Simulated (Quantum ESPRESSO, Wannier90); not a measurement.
# Wannierisation of TePb$_{2}$S (R-3m)

Structure: Materials Project mp-1217283, symmetrised, not relaxed again. Not found in the COD (Crystallography Open Database) copy used; not checked further. Level: PBEsol, spinors with spin-orbit coupling; pw.x of Quantum ESPRESSO at 64 Ry with PseudoDojo potentials, 4×4×4 k-points, Wannier90. Density: 8×8×8 mesh, cold smearing 0.01 Ry. With spin-orbit coupling a semilocal functional can close or falsely invert a small gap; the band order was not checked against a better method.

```
begin unit_cell_cart
ang
   -2.2219750881    3.8485737457    0.0000000000
   -4.4439501762    0.0000000000    0.0000000000
   -2.2219750881    1.2828579152    7.2598900000
end unit_cell_cart
mp_grid = 4 4 4
```

**Question.** Which shells of neighbouring k-points and which b-vectors and weights does Wannier90 pick for this cell and mesh?

**Answer.** 
```
 *---------------------------------- K-MESH ----------------------------------*
 +----------------------------------------------------------------------------+
 |                    Distance to Nearest-Neighbour Shells                    |
 |                    ------------------------------------                    |
 |          Shell             Distance (Ang^-1)          Multiplicity         |
 |          -----             -----------------          ------------         |
 |             1                   0.216366                      2            |
 |             2                   0.414473                      6            |
 |             3                   0.432733                      2            |
 |             4                   0.432889                      6            |
 |             5                   0.499812                      6            |
 |             6                   0.544634                      6            |
 |             7                   0.649099                      2            |
 |             8                   0.649203                      6            |
       ... (lines left out)
 +----------------------------------------------------------------------------+
 | The b-vectors are chosen automatically                                     |
 | The following shells are used:                       1,  2                 |
 +----------------------------------------------------------------------------+
 |                        Shell   # Nearest-Neighbours                        |
 |                        -----   --------------------                        |
 |                          1               2                                 |
 |                          2               6                                 |
 +----------------------------------------------------------------------------+
 | Completeness relation is fully satisfied [Eq. (B1), PRB 56, 12847 (1997)]  |
 +----------------------------------------------------------------------------+
 |                  b_k Vectors (Ang^-1) and Weights (Ang^2)                  |
 |                  ----------------------------------------                  |
 |            No.         b_k(x)      b_k(y)      b_k(z)        w_b           |
 |            ---        --------------------------------     --------        |
 |             1         0.000000    0.000000    0.216366    10.013482        |
 |             2         0.000000    0.000000   -0.216366    10.013482        |
 |             3        -0.353468   -0.204075   -0.072122     2.000961        |
 |             4         0.000000    0.408150   -0.072122     2.000961        |
 |             5        -0.353468    0.204075    0.072122     2.000961        |
 |             6         0.353468    0.204075    0.072122     2.000961        |
 |             7         0.000000   -0.408150    0.072122     2.000961        |
 |             8         0.353468   -0.204075   -0.072122     2.000961        |
```
